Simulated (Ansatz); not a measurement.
Input and command of a plane-wave DFT calculation in Ansatz:

```yaml
crystal:
  lattice:
    - [0.0, 2.7084948146, 2.7221053413]
    - [2.735715868, 0.0, 2.7221053413]
    - [2.735715868, 2.7084948146, 0.0]
  atoms:
    - { symbol: Si, position: [0.5, 0.5, 0.5] }
    - { symbol: Si, position: [0.75, 0.75, 0.75] }
basis:
  ecutwfc: 500
kpoints:
  mp_grid: { grid: [8, 8, 8] }
hamiltonian:
  xc: r2scan
scf:
  occupations: { method: gaussian, width: 0.05 }
output:
  forces: true
  stress: true
  eigenvalues: true
```

```bash
ansatz run input.yaml --threads 1 --pin off --max-ram 2560MiB --backend cpu --events-out ev --progress --plain --runs-dir out
```

Processor: Intel(R) Xeon(R) Processor @ 2.70GHz, 1 thread, on a host shared with other jobs.

Q: How long does it run, and how much memory does it take?

A: About 3.8 s on 1 thread of Intel(R) Xeon(R) Processor @ 2.70GHz, with other jobs on the host, peak memory 0.46 GiB. It solves 8 bands at 95 k points (the mesh reduced by symmetry) with about 981 plane waves, in 6 SCF iterations.
